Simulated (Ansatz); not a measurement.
Relaxing an invented TaAgS₂ structure

Theory: DFT PBE, scalar-relativistic, plane waves, PAW in Ansatz. Cutoff 420 eV, Gaussian smearing, Γ-centred meshes. Cell and atoms relax first on a coarse mesh and then on a finer one. In between, the cell is made exact in the group found at 0.06 Å. In metals the finer mesh still leaves noise of several meV/atom or more. The steps can't lower the symmetry of their start. No spin polarisation in the relaxation; trial moments died out in a coarse test.

The guess for TaAgS₂ was made by a generator: ordered mixture on the cation sites of nickel arsenide (P-3m1, No. 164) (occupants of the shared sites, in ratio, Ag: 1, Ta: 1). Its size is a rough estimate.

```cif
data_structure
_symmetry_space_group_name_H-M 'P-3m1'
_symmetry_Int_Tables_number 164
_cell_length_a 3.7791
_cell_length_b 3.7791
_cell_length_c 5.8577
_cell_angle_alpha 90.000
_cell_angle_beta 90.000
_cell_angle_gamma 120.000
_cell_volume 72.45
loop_
_atom_site_label
_atom_site_type_symbol
_atom_site_symmetry_multiplicity
_atom_site_Wyckoff_symbol
_atom_site_fract_x
_atom_site_fract_y
_atom_site_fract_z
_atom_site_occupancy
Ta1 Ta 1 b 0.00000 0.00000 0.50000 1
Ag1 Ag 1 a 0.00000 0.00000 0.00000 1
S1 S 2 d 0.33333 0.66667 0.25000 1
```

Formation energies are uncorrected and refer to the elements' standard structures at the same level.

Question: Which structure results?

Answer: The symmetry stays P-3m1 (No. 164). The volume per atom grows by 2.4 %, from 18.1 to 18.5 Å³. The shortest distance goes from 2.63 Å (Ag–S and Ta–S) to 2.49 Å (Ta–S). The ratio c/a of the conventional cell changes by a factor of 1.56. The energy falls by about 0.25 eV/atom (the start's value is from the coarse mesh). Conventional cell: a = 3.287 Å, c = 7.926 Å. Ta has 6 S at 2.49 Å; Ag is surrounded by 6 S at 3.03 Å and 6 Ag at 3.29 Å; S is surrounded by 3 Ta at 2.49 Å and 3 Ag at 3.03 Å.

```cif
data_structure
_symmetry_space_group_name_H-M 'P-3m1'
_symmetry_Int_Tables_number 164
_cell_length_a 3.2875
_cell_length_b 3.2875
_cell_length_c 7.9261
_cell_angle_alpha 90.000
_cell_angle_beta 90.000
_cell_angle_gamma 120.000
_cell_volume 74.18
loop_
_atom_site_label
_atom_site_type_symbol
_atom_site_symmetry_multiplicity
_atom_site_Wyckoff_symbol
_atom_site_fract_x
_atom_site_fract_y
_atom_site_fract_z
_atom_site_occupancy
Ta1 Ta 1 b 0.00000 0.00000 0.50000 1
Ag1 Ag 1 a 0.00000 0.00000 0.00000 1
S1 S 2 d 0.33333 0.66667 0.29718 1
```

Question: Give its energy and gap.

Answer:

| Property | Result |
| --- | --- |
| Formation energy | −0.58 eV/atom |
| Gap on the 18×18×6 mesh of the 4-atom cell | 0 eV (a metal) |

It lies below the elements, which doesn't yet make it stable against other compounds or structures.

The last run used Gaussian smearing of 0.10 eV. Spin–orbit coupling, which can matter for Ta, is left out. The reference form of S is held partly by dispersion forces, which this level lacks. Symmetry constrained the relaxation, so the result can be a saddle point. In all, the 3 runs took 4.2 min on 1 thread of Intel(R) Xeon(R) Processor @ 2.50GHz (Skylake/Cascade Lake) (shared host).
